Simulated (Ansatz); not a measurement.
## Ir (Fm-3m): elasticity against pressure

```xyz
1
Lattice="0.0000 1.9152 1.9152 1.9152 0.0000 1.9152 1.9152 1.9152 0.0000" Properties=species:S:1:pos:R:3 pbc="T T T"
Ir    0.0000    0.0000    0.0000
```

This is the zero-pressure cell. At each pressure cell and atoms are relaxed in this structure, and the constants are slopes of the stress at strains of ±0.005 with relaxed ions (the coefficients that govern stability under load). Level: PBEsol, PAW on Ansatz 0.2.0's default frozen-core files (fitted under PBE), scalar-relativistic; k mesh 24×24×24, strains of ±0.005, Fermi-Dirac smearing of 0.050 eV, cutoff 420 eV. P is the pressure of the relaxed cell, less that of this one.

```
P (GPa)    V/V₀  C11 (GPa)  C12 (GPa)  C44 (GPa)
   0.00  1.0000      644.9      257.5      280.4
   0.99  0.9975      651.6      261.6      283.2
   1.97  0.9950      658.2      265.6      285.9
   4.01  0.9899      672.0      274.1      291.7
   7.03       ?          ?          ?          ?
  10.00  0.9760      711.5      298.4      308.1
  15.00  0.9651      743.9      318.4      321.4
```

**Question.** Does the bulk modulus from the constants agree with the pressure-volume curve?

**Answer.** A third-order Birch-Murnaghan fit to the volumes shown (F against f, f = [(V₀/V)^(2/3) − 1]/2) gives B₀ = 386.6 GPa and B′ = 5.0. Its −V dP/dV stands beside (C11 + 2C12)/3:

```csv
P (GPa),from P(V),from the constants
0.00,386.6,386.6
0.99,391.6,391.6
1.97,396.5,396.5
4.01,406.6,406.7
10.00,436.1,436.1
15.00,460.3,460.3
```

**Question.** What are the pressure derivatives at zero pressure?

**Answer.** Slopes at V₀ of quadratic fits in −ln(V/V₀) through the first four rows shown, divided by B₀: dC11/dP = 6.8, dC12/dP = 4.1, dC44/dP = 2.8. The mean slopes up to 2.0 GPa are 6.8, 4.1, 2.8; curvature and scatter of the constants part the two. The combination (dC11/dP + 2 dC12/dP)/3 = 5.0 stands against B′.

**Question.** Fill the row at 7.03 GPa.

**Answer.** Cubic fits in −ln(V/V₀) through all rows shown give C11 = 692.0, C12 = 286.4, C44 = 300.0 GPa. Computed: V/V₀ = 0.9827, C11 (GPa) = 692.1, C12 (GPa) = 286.4, C44 (GPa) = 300.0.

**Question.** Does a shear stiffness soften?

**Answer.** C44 goes from 280.4 to 321.4 GPa; (C11 − C12)/2 goes from 193.7 to 212.8 GPa. Neither ends more than 3 % under its start, and the lattice stays mechanically stable over this range.

Keep in mind: no other phase was computed; many crystals of this kind change structure within this range, and rows or crossings beyond such a change describe a metastable lattice; frozen-core PAW files fitted under PBE, their cores solved anew for the functional of the run; responses of metals move with mesh and smearing; no spin-orbit coupling on heavy atoms; phonons weren't checked at these pressures.
